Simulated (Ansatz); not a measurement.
# Pressure against volume: MgB2

```
CELL_PARAMETERS angstrom
3.08500 0.00000 0.00000
-1.54250 2.67169 0.00000
0.00000 0.00000 3.52300
ATOMIC_POSITIONS crystal
Mg 0.00000 0.00000 0.00000
B 0.33333 0.66667 0.50000
B 0.66667 0.33333 0.50000
```

The conventional cell has a = 3.085 Å, b = 3.085 Å, c = 3.523 Å, α = 90.00°, β = 90.00°, γ = 120.00°. Mg (atom 1) has 12 B at 2.51 Å as nearest neighbours. Around B (atom 2) lie 3 B at 1.78 Å.

The cell comes from COD entry 1000026, which wasn't checked; take it as a given geometry.

All numbers are computed: DFT, LDA, all-electron LAPW, scalar-relativistic (Ansatz 0.2.0); DFT, LDA, PAW with Ansatz's default frozen-core files, scalar-relativistic (Ansatz 0.2.0).

For LAPW: a Γ-centred 15×15×12 k mesh, Fermi–Dirac smearing of 0.05 eV, basis error target 0.5 meV/atom, no spin polarisation. PAW takes a cutoff of 420 eV at this cell (files made with PBE, cores remade for this functional). The Ansatz runs share mesh, smearing and spin set-up. Plane-wave (PAW) pressures include the program's estimate of the Pulay term.

The cell above is scaled evenly, with fractional coordinates and shape held.

**Question.** Estimate the equilibrium volume and bulk modulus that full-potential LAPW gives for this fixed shape.

**Answer.** V0 = 9.20 Å³/atom, B0 = 164 GPa, B0′ = 3.6, from a third-order Birch–Murnaghan fit to these pressures:
```csv
V/V(cell),V (Å³/atom),"P, LAPW (GPa)","P, PAW (GPa)","free energy over the lowest listed, PAW (meV/atom)"
0.9400,9.098,1.87,1.87,0.1
0.9600,9.292,-1.60,-1.60,0.0
0.9800,9.485,-4.75,-4.75,3.9
0.9900,9.582,-6.21,-6.21,7.2
1.0000,9.679,-7.61,-7.60,11.4
1.0100,9.776,-8.94,-8.93,16.4
1.0200,9.873,-10.20,-10.20,22.1
1.0400,10.066,-12.56,-12.56,35.9
1.0600,10.260,-14.70,-14.70,52.4
```

PAW's V0 lies 0.00 % from the all-electron value and its B0 -0.1 %. With shape and internal coordinates held, B0 is an upper bound to the relaxed modulus.
